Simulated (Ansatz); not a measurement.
System: Cu (fcc type), 1 atom in the cell.

The calculation used PBE, all-electron LAPW, point nucleus (Ansatz 0.2.0 development build).

k-mesh 12×12×12 Γ-centred; Fermi–Dirac smearing of 0.1 eV; no spin polarisation.

```
Cu
1.0
     0.00000    1.81500    1.81500
     1.81500    0.00000    1.81500
     1.81500    1.81500    0.00000
Cu
1
Direct
  0.00000 0.00000 0.00000
```

Task: Is the cell under compression or tension, and by how much?

Result: The pressure is -0.06 GPa, close to zero.

The k-mesh is modest, so these values aren't fully converged in k.
